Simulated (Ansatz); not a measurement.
PbF2:
```yaml
crystal:
  lattice:
    - [0.00000, 2.96076, 2.96076]
    - [2.96076, 0.00000, 2.96076]
    - [2.96076, 2.96076, 0.00000]
  atoms:
    - { symbol: Pb, position: [0.00000, 0.00000, 0.00000] }
    - { symbol: F, position: [0.25000, 0.25000, 0.25000] }
    - { symbol: F, position: [0.75000, 0.75000, 0.75000] }
```

Relaxed with r²SCAN. Special points in fractions of this cell's reciprocal vectors: Γ (0.000, 0.000, 0.000); X (0.500, 0.000, 0.500); U (0.625, 0.250, 0.625); K (0.375, 0.375, 0.750); L (0.500, 0.500, 0.500); W (0.500, 0.250, 0.750).

Task: List the band energies nearest the valence-band maximum at these points for DFT-r²SCAN in the program Ansatz with PAW potentials.

Result: In eV from the valence-band maximum; about four levels below and three above (degenerate sets whole), none deeper than 8.9 eV; … stands for higher levels left out; points with the same levels are listed once.

```json
[
 {"k": "Γ", "below": "-2.69 -2.69 -2.69 -2.18 -2.18 -2.18", "above": "…"},
 {"k": "X", "below": "-1.76 -1.76 -1.76 -0.14", "above": "4.93 …"},
 {"k": "U", "below": "-2.26 -1.92 -1.77 -0.04", "above": "5.83 7.10 …"},
 {"k": "L", "below": "-2.87 -2.87 -2.36 -2.36 -0.07", "above": "5.37 …"},
 {"k": "W", "below": "-2.86 -2.86 -1.83 -1.70 0.00", "above": "6.58 6.58 …"}
]
```

Space group Fm-3m (fluorite). Symmetry was held in the r²SCAN relaxation; phonons on a q-mesh show no instability. Scalar-relativistic: spin–orbit coupling is off unless named, which matters more the heavier the elements.

Potentials: the later of the program's two PAW sets.
